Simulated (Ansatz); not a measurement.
How GdN answers to pressure

```
Gd N
1.0
     0.00000    2.49179    2.49179
     2.49179    0.00000    2.49179
     2.49179    2.49179    0.00000
Gd N
1 1
Direct
  0.00000 0.00000 0.00000
  0.50000 0.50000 0.50000
```

The structure comes from a relaxation in the same program, started in the rocksalt type, and has space group Fm-3m. Whether it is a known phase or the ground state wasn't checked.

Semilocal functionals without a Hubbard term describe localised f shells poorly; where the shell is localised, the real material differs.

The magnetic state is the one reached from the start moments; no search over orders was made, so it needn't be the ground state.

Spin–orbit coupling is left out, though it moves levels of the heavy atoms by tenths of an eV or more.

Theory: Ansatz 0.2.0, DFT, PBE, all-electron LAPW, scalar-relativistic.

Numerical set-up: a Γ-centred 15×15×15 k mesh, Fermi–Dirac smearing of 0.05 eV, basis error target 0.25 meV/atom, spin-polarised from start moments Gd1 7 μB.

The cell is scaled evenly with fractional coordinates held.

| V/V(cell) | P (GPa) | cell moment (μB) |
| --- | --- | --- |
| 0.9800 | 3.14 | 7.000 |
| 1.0000 | 0.05 | 7.000 |
| 1.0200 | -2.75 | 7.000 |
| 1.0400 | -5.27 | 7.000 |

**Question.** From the rows at 0.9800 and 1.0200, what is the bulk modulus at the cell's volume?

**Answer.** B = −ΔP/Δln V = −[(-2.75) − (3.14)]/0.04001 = 147.2 GPa.

**Question.** How does the moment scale with volume?

**Answer.** dln M/dln V = ln(7.000/7.000)/0.04001 = 0.00: the moment hardly moves, as with a saturated or integer moment.

**Question.** Predict the row at V/V(cell) = 0.9600. How far is a linear estimate of P off?

**Answer.** P = 6.57 GPa, moment 6.999 μB. The linear estimate P(cell) − B ln(V/V(cell)) = 6.06 GPa misses by 0.51 GPa, since the modulus grows under compression.
